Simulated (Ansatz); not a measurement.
Re (9R (Sm type), space group No. 166) at seven volumes, LDA (plane waves, PAW; program Ansatz), shape and atoms relaxed at each. One row is withheld.

```json
[
 {"V (Å³/atom)": "13.050", "P (GPa)": "46.70"},
 {"V (Å³/atom)": "13.480", "P (GPa)": "28.57"},
 {"V (Å³/atom)": "13.910", "P (GPa)": "13.14"},
 {"V (Å³/atom)": "14.340", "P (GPa)": "-0.01"},
 {"V (Å³/atom)": "14.770", "P (GPa)": "-11.20"},
 {"V (Å³/atom)": "15.201", "P (GPa)": "?"},
 {"V (Å³/atom)": "15.631", "P (GPa)": "-28.78"}
]
```

**Question.** Fit the shown pressures and predict the withheld one.

**Answer.** P = (3/2)B₀(x^(7/2) − x^(5/2))[1 + (3/4)(B′ − 4)(x − 1)] with x = (V₀/V)^(2/3). Least squares on the six rows gives V₀ = 14.340 Å³/atom, B₀ = 403 GPa, B′ = 4.37. At V = 15.201, x = 0.9619 and P = -20.69 GPa. The run itself gave -20.71 GPa.

Space group R-3m (9R (Sm type)). The workflow started from a Materials Project entry (that database holds measured and hypothetical structures alike); the Crystallography Open Database copy checked does not list it. It is not the phase usual at ambient conditions (space group No. 194). The LDA relaxation kept the symmetry of its start; of distortions, only those at the zone centre were tested. No spin polarisation was allowed. Scalar-relativistic: spin–orbit coupling is off unless named, which matters more the heavier the elements.

Potentials: the later of the program's two PAW sets.
